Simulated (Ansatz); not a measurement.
# ZrC: 30 steps of 3.0 fs from 300 K

Theory: DFT, PBEsol, all-electron LAPW, scalar-relativistic in Ansatz 0.2.0.

Command: `ansatz run input.yaml --threads 2 --pin off --max-ram 4096MiB --backend cpu --events-out ev --progress --plain --runs-dir out` The run took 5.3 min on 2 threads of AMD EPYC 9R45 96-Core Processor (Zen 5) (shared host), peak memory 0.69 GiB.

```yaml
crystal:
  lattice:
    - [0.0, 4.73, 4.73]
    - [2.365, 0.0, 2.365]
    - [2.365, 2.365, 0.0]
  atoms:
    - { symbol: Zr, position: [0.25, 0.5, 0.5] }
    - { symbol: Zr, position: [0.75, 0.5, 0.5] }
    - { symbol: C, position: [0.0, 0.0, 0.0] }
    - { symbol: C, position: [0.5, 0.0, 0.0] }
kpoints:
  mp_grid: { grid: [4, 7, 7] }
scf:
  occupations: { method: fermi_dirac, width: 0.08 }
hamiltonian:
  xc: pbesol
  pseudopotentials: { kind: all_electron, lapw: { basis_error: 0.001 } }
output:
  forces: true
  stress: true
md:
  timestep: 3.0
  n_steps: 30
  ensemble: nve
  temperature: 300
  initial_velocities: maxwell_boltzmann
  seed: 803543
```

The cell comes from COD entry 1539492, which wasn't checked; take it as a given geometry. It differs from other determinations.

Each frame lists Cartesian positions (Å) and forces (eV/Å). Free energies count from the first step, -197812.7315 eV.

Step 0 (t = 0.0 fs): E = 0.0 meV, T = 300 K, conserved energy 0.0 meV

```
Zr    2.3650    2.3650    2.3650     0.000   0.000   0.000
Zr    2.3650    4.7300    4.7300     0.000   0.000   0.000
C     0.0000    0.0000    0.0000     0.000   0.000   0.000
C     0.0000    2.3650    2.3650     0.000   0.000   0.000
```

Step 1 (t = 3.0 fs): E = +3.4 meV, T = 291 K, conserved energy 0.0 meV

```
Zr    2.3659    2.3676    2.3567    -0.069   0.049   0.164
Zr    2.3660    4.7248    4.7357    -0.026   0.085  -0.028
C    -0.0023    0.0055    0.0145    -0.021  -0.007  -0.111
C    -0.0127    2.3791    2.3703     0.116  -0.127  -0.026
```

Step 2 (t = 6.0 fs): E = +13.2 meV, T = 266 K, conserved energy +0.1 meV

```
Zr    2.3668    2.3703    2.3485    -0.131   0.091   0.330
Zr    2.3671    4.7196    4.7414    -0.054   0.172  -0.060
C    -0.0047    0.0110    0.0283    -0.038  -0.014  -0.224
C    -0.0246    2.3923    2.3754     0.222  -0.249  -0.045
```

Step 3 (t = 9.0 fs): E = +27.6 meV, T = 230 K, conserved energy +0.3 meV

```
Zr    2.3675    2.3731    2.3407    -0.184   0.124   0.490
Zr    2.3680    4.7147    4.7470    -0.080   0.255  -0.097
C    -0.0074    0.0163    0.0404    -0.047  -0.024  -0.333
C    -0.0348    2.4037    2.3802     0.311  -0.355  -0.059
```

Step 4 (t = 12.0 fs): E = +44.0 meV, T = 188 K, conserved energy +0.5 meV

```
Zr    2.3681    2.3760    2.3333    -0.229   0.146   0.638
Zr    2.3689    4.7099    4.7525    -0.101   0.330  -0.139
C    -0.0105    0.0215    0.0501    -0.045  -0.039  -0.430
C    -0.0428    2.4126    2.3845     0.375  -0.438  -0.069
```

Step 5 (t = 15.0 fs): E = +59.2 meV, T = 150 K, conserved energy +0.7 meV

```
Zr    2.3685    2.3790    2.3265    -0.265   0.157   0.766
Zr    2.3697    4.7055    4.7579    -0.117   0.393  -0.184
C    -0.0139    0.0264    0.0567    -0.030  -0.061  -0.505
C    -0.0481    2.4183    2.3884     0.412  -0.489  -0.077
```

Step 6 (t = 18.0 fs): E = +70.6 meV, T = 120 K, conserved energy +0.7 meV

```
Zr    2.3686    2.3822    2.3205    -0.292   0.155   0.867
Zr    2.3704    4.7015    4.7631    -0.125   0.440  -0.232
C    -0.0175    0.0309    0.0596    -0.003  -0.090  -0.550
C    -0.0504    2.4204    2.3917     0.420  -0.505  -0.084
```

Step 7 (t = 21.0 fs): E = +76.8 meV, T = 104 K, conserved energy +0.7 meV

```
Zr    2.3684    2.3855    2.3153    -0.309   0.140   0.934
Zr    2.3709    4.6979    4.7681    -0.125   0.469  -0.284
C    -0.0211    0.0347    0.0586     0.035  -0.125  -0.555
C    -0.0497    2.4189    2.3944     0.398  -0.484  -0.094
```

Step 8 (t = 24.0 fs):

```
Zr    2.3679    2.3889    2.3109
Zr    2.3714    4.6947    4.7729
C    -0.0244    0.0376    0.0536
C    -0.0461    2.4139    2.3964
```

Step 9 (t = 27.0 fs): E = +75.1 meV, T = 108 K, conserved energy +0.5 meV

```
Zr    2.3671    2.3925    2.3075    -0.307   0.063   0.961
Zr    2.3717    4.6920    4.7773    -0.102   0.474  -0.400
C    -0.0272    0.0394    0.0448     0.128  -0.200  -0.437
C    -0.0399    2.4058    2.3976     0.281  -0.337  -0.123
```

Step 10 (t = 30.0 fs): E = +70.8 meV, T = 119 K, conserved energy +0.4 meV

```
Zr    2.3661    2.3961    2.3050    -0.286  -0.001   0.927
Zr    2.3720    4.6897    4.7813    -0.084   0.457  -0.467
C    -0.0291    0.0397    0.0328     0.172  -0.231  -0.319
C    -0.0318    2.3953    2.3980     0.197  -0.224  -0.141
```

Step 11 (t = 33.0 fs): E = +67.4 meV, T = 127 K, conserved energy +0.2 meV

```
Zr    2.3647    2.3997    2.3034    -0.250  -0.081   0.870
Zr    2.3721    4.6878    4.7849    -0.065   0.432  -0.540
C    -0.0297    0.0383    0.0185     0.209  -0.253  -0.172
C    -0.0222    2.3831    2.3973     0.106  -0.098  -0.158
```

Step 12 (t = 36.0 fs): E = +66.8 meV, T = 129 K, conserved energy +0.2 meV

```
Zr    2.3631    2.4033    2.3026    -0.199  -0.176   0.798
Zr    2.3722    4.6864    4.7879    -0.045   0.403  -0.618
C    -0.0288    0.0351    0.0030     0.232  -0.261  -0.007
C    -0.0118    2.3703    2.3955     0.013   0.034  -0.173
```

Step 13 (t = 39.0 fs): E = +69.6 meV, T = 121 K, conserved energy +0.2 meV

```
Zr    2.3614    2.4066    2.3026    -0.134  -0.282   0.718
Zr    2.3723    4.6854    4.7904    -0.027   0.374  -0.699
C    -0.0262    0.0300   -0.0125     0.237  -0.252   0.163
C    -0.0014    2.3577    2.3924    -0.076   0.160  -0.181
```

Step 14 (t = 42.0 fs): E = +75.3 meV, T = 107 K, conserved energy +0.3 meV

```
Zr    2.3595    2.4097    2.3033    -0.058  -0.394   0.635
Zr    2.3723    4.6847    4.7922    -0.011   0.347  -0.776
C    -0.0219    0.0231   -0.0269     0.222  -0.224   0.323
C     0.0085    2.3462    2.3880    -0.154   0.271  -0.182
```

Step 15 (t = 45.0 fs): E = +82.1 meV, T = 90 K, conserved energy +0.5 meV

```
Zr    2.3575    2.4125    2.3045     0.025  -0.504   0.555
Zr    2.3723    4.6843    4.7933     0.002   0.325  -0.840
C    -0.0160    0.0145   -0.0389     0.189  -0.178   0.458
C     0.0173    2.3367    2.3823    -0.216   0.358  -0.173
```

Step 16 (t = 48.0 fs): E = +87.8 meV, T = 75 K, conserved energy +0.6 meV

```
Zr    2.3556    2.4147    2.3063     0.109  -0.603   0.481
Zr    2.3723    4.6843    4.7936     0.010   0.309  -0.881
C    -0.0088    0.0047   -0.0477     0.140  -0.118   0.553
C     0.0245    2.3298    2.3754    -0.259   0.412  -0.153
```

Step 17 (t = 51.0 fs): E = +90.5 meV, T = 69 K, conserved energy +0.6 meV

```
Zr    2.3538    2.4164    2.3086     0.188  -0.683   0.413
Zr    2.3723    4.6845    4.7930     0.014   0.300  -0.892
C    -0.0005   -0.0060   -0.0524     0.079  -0.046   0.599
C     0.0299    2.3259    2.3674    -0.281   0.429  -0.120
```

Step 18 (t = 54.0 fs): E = +89.4 meV, T = 71 K, conserved energy +0.6 meV

```
Zr    2.3522    2.4174    2.3112     0.258  -0.741   0.351
Zr    2.3724    4.6851    4.7916     0.014   0.297  -0.869
C     0.0083   -0.0170   -0.0528     0.010   0.035   0.590
C     0.0332    2.3250    2.3584    -0.282   0.410  -0.073
```

Step 19 (t = 57.0 fs): E = +85.0 meV, T = 82 K, conserved energy +0.5 meV

```
Zr    2.3508    2.4177    2.3142     0.317  -0.774   0.294
Zr    2.3724    4.6859    4.7893     0.011   0.297  -0.813
C     0.0173   -0.0278   -0.0490    -0.064   0.120   0.530
C     0.0345    2.3272    2.3490    -0.264   0.356  -0.011
```

Step 20 (t = 60.0 fs): E = +78.9 meV, T = 98 K, conserved energy +0.4 meV

```
Zr    2.3497    2.4173    2.3175     0.362  -0.782   0.242
Zr    2.3725    4.6870    4.7863     0.006   0.301  -0.730
C     0.0257   -0.0377   -0.0413    -0.138   0.206   0.425
C     0.0339    2.3319    2.3395    -0.230   0.276   0.064
```

Step 21 (t = 63.0 fs): E = +73.1 meV, T = 113 K, conserved energy +0.3 meV

```
Zr    2.3489    2.4162    2.3210     0.394  -0.770   0.195
Zr    2.3726    4.6884    4.7826    -0.001   0.306  -0.630
C     0.0332   -0.0461   -0.0305    -0.207   0.286   0.287
C     0.0316    2.3386    2.3304    -0.186   0.178   0.148
```

Step 22 (t = 66.0 fs): E = +68.9 meV, T = 123 K, conserved energy +0.3 meV

```
Zr    2.3485    2.4143    2.3246     0.413  -0.740   0.154
Zr    2.3726    4.6901    4.7783    -0.010   0.313  -0.521
C     0.0391   -0.0524   -0.0177    -0.267   0.354   0.132
C     0.0280    2.3466    2.3224    -0.136   0.072   0.235
```

Step 23 (t = 69.0 fs): E = +66.6 meV, T = 130 K, conserved energy +0.3 meV

```
Zr    2.3486    2.4117    2.3284     0.419  -0.698   0.121
Zr    2.3727    4.6920    4.7735    -0.021   0.322  -0.412
C     0.0432   -0.0562   -0.0039    -0.313   0.406  -0.028
C     0.0233    2.3551    2.3161    -0.085  -0.030   0.319
```

Step 24 (t = 72.0 fs): E = +65.2 meV, T = 133 K, conserved energy +0.5 meV

```
Zr    2.3490    2.4084    2.3324     0.414  -0.647   0.097
Zr    2.3727    4.6943    4.7683    -0.037   0.332  -0.309
C     0.0449   -0.0571    0.0097    -0.340   0.434  -0.177
C     0.0181    2.3634    2.3122    -0.036  -0.119   0.390
```

Step 25 (t = 75.0 fs): E = +63.1 meV, T = 139 K, conserved energy +0.6 meV

```
Zr    2.3498    2.4045    2.3364     0.398  -0.589   0.082
Zr    2.3727    4.6969    4.7628    -0.057   0.343  -0.215
C     0.0443   -0.0548    0.0220    -0.347   0.435  -0.306
C     0.0126    2.3708    2.3110     0.006  -0.188   0.440
```

Step 26 (t = 78.0 fs): E = +58.5 meV, T = 151 K, conserved energy +0.6 meV

```
Zr    2.3510    2.4001    2.3405     0.373  -0.526   0.074
Zr    2.3727    4.6998    4.7571    -0.080   0.351  -0.131
C     0.0411   -0.0493    0.0321    -0.332   0.408  -0.405
C     0.0072    2.3769    2.3130     0.039  -0.233   0.462
```

Step 27 (t = 81.0 fs): E = +50.6 meV, T = 171 K, conserved energy +0.6 meV

```
Zr    2.3525    2.3951    2.3447     0.338  -0.456   0.072
Zr    2.3725    4.7031    4.7513    -0.107   0.356  -0.056
C     0.0355   -0.0410    0.0392    -0.294   0.352  -0.467
C     0.0020    2.3813    2.3184     0.064  -0.253   0.450
```

Step 28 (t = 84.0 fs): E = +39.7 meV, T = 199 K, conserved energy +0.5 meV

```
Zr    2.3544    2.3898    2.3489     0.292  -0.379   0.071
Zr    2.3723    4.7067    4.7454    -0.135   0.354   0.014
C     0.0278   -0.0300    0.0430    -0.237   0.271  -0.488
C    -0.0027    2.3839    2.3270     0.080  -0.246   0.403
```

Step 29 (t = 87.0 fs): E = +27.5 meV, T = 230 K, conserved energy +0.3 meV

```
Zr    2.3565    2.3840    2.3532     0.237  -0.293   0.068
Zr    2.3720    4.7106    4.7396    -0.161   0.343   0.079
C     0.0183   -0.0172    0.0433    -0.164   0.168  -0.468
C    -0.0068    2.3847    2.3385     0.088  -0.218   0.321
```

Step 30 (t = 90.0 fs): E = +16.7 meV, T = 258 K, conserved energy +0.1 meV

```
Zr    2.3589    2.3780    2.3576     0.171  -0.197   0.059
Zr    2.3714    4.7149    4.7338    -0.183   0.320   0.143
C     0.0077   -0.0031    0.0402    -0.078   0.048  -0.409
C    -0.0103    2.3839    2.3523     0.090  -0.171   0.206
```

(1) Give the energy and forces of step 8.

(2) What is the mean temperature over the last 16 frames?

## Answers

(1) E = +77.9 meV, T = 101 K, conserved energy +0.7 meV
```
Zr    2.3679    2.3889    2.3109    -0.314   0.109   0.965
Zr    2.3714    4.6947    4.7729    -0.116   0.479  -0.340
C    -0.0244    0.0376    0.0536     0.080  -0.163  -0.518
C    -0.0461    2.4139    2.3964     0.350  -0.426  -0.107
```

(2) 133 K; so short a run of so small a cell isn't equilibrated.
